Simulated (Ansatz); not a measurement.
## Zone-centre phonons of BaAs2Ru2: input and output

These are results of DFT PBEsol, scalar-relativistic, plane waves, PAW in Ansatz 0.2.0, not measurements.

Launched with:
```bash
ansatz run input.yaml --threads 2 --pin off --max-ram 7168MiB --backend cpu --events-out ev --progress --plain --runs-dir out
```

Input (bare energies are in eV):
```yaml
crystal:
  lattice:
    - [-2.0670874845, 2.0670874845, 6.0594101423]
    - [2.0670874845, -2.0670874845, 6.0594101423]
    - [2.0670874845, 2.0670874845, -6.0594101423]
  atoms:
    - { symbol: Ba, position: [0.0, 0.0, 0.0] }
    - { symbol: As, position: [0.6476505878, 0.6476505878, 0.0] }
    - { symbol: As, position: [0.3523494122, 0.3523494122, 0.0] }
    - { symbol: Ru, position: [0.75, 0.25, 0.5] }
    - { symbol: Ru, position: [0.25, 0.75, 0.5] }
basis:
  ecutwfc: 420
kpoints:
  mp_grid: { grid: [12, 12, 12] }
hamiltonian:
  xc: pbesol
scf:
  occupations: { method: fermi_dirac, width: 0.15 }
output:
  eigenvalues: true
phonons:
  method: dfpt
  eigenvectors: true
```

The end of the output:
```
--- Phonons (Γ-DFPT): 6 representative perturbations + reference, on 280 of 1728 k-points (Σ response iterations 20) ---
  k mesh reduced under 4 symmetry operations, with k and −k counted as one. Each operation leaves every solved displacement unchanged or reverses it
  ASR residual: 7.184e-4 → 0.000e0 eV/Å²; symmetrization residual: 8.472e-6 eV/Å²
  ASR residual per site (eV/Å²): 9.02e-5 1.19e-4 1.19e-4 7.18e-4 7.18e-4
  Γ frequencies (cm⁻¹): 0.00 0.00 0.00 81.45 81.45 95.26 145.36 145.36 176.51 229.16 253.22 261.07 261.07 280.20 280.20
  non-analytic LO–TO correction: not included (Born effective charges unavailable; polar crystals: no LO–TO splitting at Γ)
```

It took 11 min on 2 threads of Arm Neoverse V2, on a shared host, peak memory 4.1 GiB.

In a metal, frequencies and elastic constants depend on the k mesh and the smearing, soft modes and shear constants most.